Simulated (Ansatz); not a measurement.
**Understanding NaFeO2-type RbGdO₂ from first principles**

**The experiment.** The Crystallography Open Database holds a cell as deposited of trigonal RbGdO2 (space group R-3m), temperature not stated (1975): a, c = 3.548, 19.580 Å, 17.79 Å³/atom.

Method: PBEsol, scalar-relativistic; collinear spin; PAW, 420 eV, Γ-centred 10×10×10 mesh, 0.05 eV Gaussian smearing; code Ansatz; PAW files: Ansatz's generated set soft_2.

The start was a prototype's sites filled with these elements; the Crystallography Open Database holds the compound in this structure.

The relaxed structure (symmetry read at 0.01 Å). The structure is trigonal, space group R-3m (No. 166). Conventional cell: a = 3.518 Å, b = 3.518 Å, c = 19.359 Å, α = 90.00°, β = 90.00°, γ = 120.00°. Around Rb (site symmetry -3m) lie 6 O at 2.90 Å. Around Gd (site symmetry -3m) lie 6 O at 2.34 Å. O (site symmetry 3m) has 3 Gd at 2.34 Å as nearest neighbours. (Shells end 15 % past the nearest neighbour.)

Results at this level of theory:

| Item | Value |
| --- | --- |
| Volume | 17.29 Å³/atom |
| Band gap | 2.83 eV |
| Smallest direct gap | 3.10 eV (over both spins) |
| Magnetic state | ferromagnetic (the only order tried) |
| Site spin moments | Gd 6.79 μB |
| Spin moment of the cell | 7.00 μB |
| f electrons (orthogonalised atomic orbitals) | Gd 7.14 |
| Formation energy from the elements (0 K, uncorrected) | -2.70 eV/atom |

Formal charges Rb⁺, Gd³⁺, O²⁻ leave Gd³⁺ with an open 4f⁷ shell. A part-filled shell gives a gap only if something splits it: here on each such atom exchange fills one spin channel and leaves the other empty, so the half-filled shell acts almost as a closed one, and the gap is 2.83 eV.

**Question.** What kind of gap is it?

**Answer.** It is indirect: 2.83 eV, against 3.10 eV for the smallest direct gap. Within 0.6 eV of the edges the projected states are 72 % O 2p at the top of the valence band and 94 % Gd 4f at the bottom of the conduction band. Without a U the empty f levels lie too low, so this edge is partly the functional's doing; with a U it could pass to the Gd d band and the gap widen.

**Question.** What moment should the f shell carry?

**Answer.** Hund's first rule gives Gd³⁺ with 7 f electrons 7 unpaired spins, a spin moment of 7 μB; the run has 6.79 μB on Gd (atomic spheres) and 7.14 f electrons on orthogonalised orbitals. The moment is close to the ion's, so in this run the shell is localised and nearly fully polarised.

Shannon's ionic radii give a check on the bond lengths: Rb⁺ with 6 neighbours 1.52 Å + O²⁻ 1.40 Å = 2.92 Å against a computed mean of 2.90 Å; Gd³⁺ with 6 neighbours 0.94 Å + O²⁻ 1.40 Å = 2.34 Å against a computed mean of 2.34 Å. Sums and bonds agree within 3 %, so ion sizes set the bond lengths.

**Comparison.** The computed cell (3.518, 19.359 Å, 17.29 Å³/atom) differs from the database's by −2.8 % in volume, about −0.9 % in length. PBEsol was built to cure PBE's overestimate of volumes, and the static lattice lacks thermal expansion.

Semilocal functionals without a U place occupied f levels too high and empty ones too low, so gaps that touch them come out too small. For elements this heavy, spin–orbit coupling would shift levels and gaps; it isn't included here. The run wasn't fully tested for a lower electronic state. Site moments are of spin, integrated over atomic spheres. Only parallel moments were tried, so the real magnetic order may be another.
